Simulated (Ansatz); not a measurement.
**B$_{2}$W (P6/mmm): electronic heat capacity and spin susceptibility from the density of states**

These are results of Ansatz 0.2.0, DFT r2SCAN, scalar-relativistic, plane waves, PAW, not measurements.

Cutoff 500 eV; k points 18×18×12 on the computed 3-atom cell (Γ-centred); Gaussian smearing, width 0.10 eV; no spin polarisation.

Relaxed cell: P6/mmm, a = 3.006 Å, b = 3.006 Å, c = 3.351 Å, α = 90.00°, β = 90.00°, γ = 120.00°, 3 atoms in the primitive cell. Whether it is the stable form of this composition wasn't checked.

The density of states at the Fermi level is 1.298 states/eV in the cell of 3 atoms (1 formula unit; both spins, tetrahedra on a 27×27×18 mesh).

What Sommerfeld coefficient and Pauli susceptibility does this give?

Per formula unit N(E_F) = 1.298 states/eV. γ = (π²/3) k_B² N(E_F) N_A = 2.357 mJ/(mol K²) per state/eV, so γ = 3.1 mJ/(mol K²), a mole of formula units. χ_P = μ_B² N(E_F) N_A = 3.23×10⁻⁵ emu/mol per state/eV gives 4.2×10⁻⁵ emu/mol. This is the bare band result: a measured γ of the same phase is as a rule larger by a factor 1 + λ from phonons and spin fluctuations, the spin part of χ is larger by the Stoner factor, and a measured χ also holds orbital and core terms. N(E_F) at one energy is sensitive to the mesh where the density of states has sharp peaks.

Spin-orbit coupling is left out, which matters for the bands of heavy elements.

Cost: 1 run of about 2.3 core-minutes, on Intel Xeon Processor @ 2.50GHz (Skylake/Cascade Lake) (shared hosts).